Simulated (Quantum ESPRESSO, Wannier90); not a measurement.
CaHBr (P4/nmm): Wannier90 run

```xyz
6
Lattice="3.8373 0.0000 0.0000 0.0000 3.8373 0.0000 0.0000 0.0000 8.2788" Properties=species:S:1:pos:R:3 pbc="T T T"
Ca     0.0000     1.9186     1.2980
Ca     1.9186     0.0000    -1.2980
H      1.9186     1.9186     0.0000
H      0.0000     0.0000     0.0000
Br     0.0000     1.9186    -2.6423
Br     1.9186     0.0000     2.6423
```

Materials Project entry mp-24422; symmetrised, unrelaxed at this level. COD (Crystallography Open Database) has an entry of this formula and space group (matched by these alone). Computed values, not measurements, from PBEsol: Quantum ESPRESSO (norm-conserving PseudoDojo potentials, cutoff 58 Ry, spinors with spin-orbit coupling) on a Γ-centred 4×4×4 mesh, then Wannier90. Density: 8×8×4 mesh, cold smearing 0.01 Ry. The cell is built of weakly bound layers, chains or molecules, whose nearest atoms lie 4.04 Å apart. Database cells relaxed without dispersion often hold them too far apart, which can enlarge gaps and weakens couplings between them; spacing and stacking were not compared with the measured crystal.

Bands 17-36 form an isolated set from -13.67 to 0.00 eV relative to the valence-band maximum (on the path) and are turned into 20 Wannier functions by minimising the spread from the start: SCDM (isolated).

Where do the functions sit, how wide are they and what are they made of?


| functions | spread (Å²) | nearest atom, distance (Å) | second atom, distance (Å) | weight on atomic waves |
|---|---|---|---|---|
| 4 | 1.58 | H 0.00 | Ca 2.32 | H 1s 81 %, Ca 4s 10 % |
| 12 | 1.36 | Br 0.54 | Ca 2.54 | Br 4p 72 %, Br 4s 22 % |
| 4 | 1.32 | Br 0.44 | Ca 3.24 | Br 4p 67 %, Br 4s 31 % |

Ω_I = 24.29 Å², Ω_total = 27.95 Å²; the interpolated bands follow pw.x to 6.4 meV rms on the path. It is the lowest total spread that any start reached here.
